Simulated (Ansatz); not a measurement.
Lattice vibrations of MgAl$_{2}$C$_{2}$ at Γ at 25 GPa

Theory: DFT PBEsol, scalar-relativistic, plane waves, PAW (Ansatz 0.2.0). Plane waves to 420 eV; Γ-centred k mesh 12×12×6; fixed occupations. No spin polarisation. Phonons by linear response, acoustic sum rule imposed.

The cell, relaxed at 25 GPa:
```
Mg Al C
1.0
     3.25331    0.00000    0.00000
    -1.62666    2.81745    0.00000
     0.00000    0.00000    5.39965
Mg Al C
1 2 2
Direct
  0.00000 0.00000 0.00000
  0.33333 0.66667 0.34744
  0.66667 0.33333 0.65256
  0.33333 0.66667 0.73983
  0.66667 0.33333 0.26017
```

Other phases may be more stable at this pressure.

Optical modes at Γ (transverse, no macroscopic field); i marks an imaginary frequency:
```csv
frequency (meV),degeneracy,IR intensity of the level ((D/Å)²/amu)
38.9,2,7.73
43.5,2,0.00
50.8,1,45.59
57.3,1,0.00
66.0,1,11.99
80.1,1,0.00
93.6,2,96.95
93.8,2,0.00
```

All 12 optical modes at Γ are real: no displacement of atoms at fixed cell lowers the energy to second order. Strains and modes at other wave vectors aren't tested by this run.

| Property | Result |
| --- | --- |
| Electronic dielectric constant ε∞ (principal values) | 7.19, 7.19, 8.34 |
| Static dielectric constant ε0 (principal values) | 12.5, 12.5, 21.8 |
| Refractive index √ε∞, mean | 2.75 |
| Kohn–Sham gap on the mesh | 1.71 eV |
| Cost | 5.2 min on 1 thread of Arm Neoverse V1 (shared host), peak memory 1.3 GiB |

Born effective charges (e):
| atom | Z*xx | Z*yy | Z*zz | mean |
| --- | --- | --- | --- | --- |
| Mg (atom 1) | 1.91 | 1.91 | 2.41 | 2.08 |
| Al (atom 2) | 2.27 | 2.27 | 2.18 | 2.24 |
| C (atom 4) | -3.23 | -3.23 | -3.38 | -3.28 |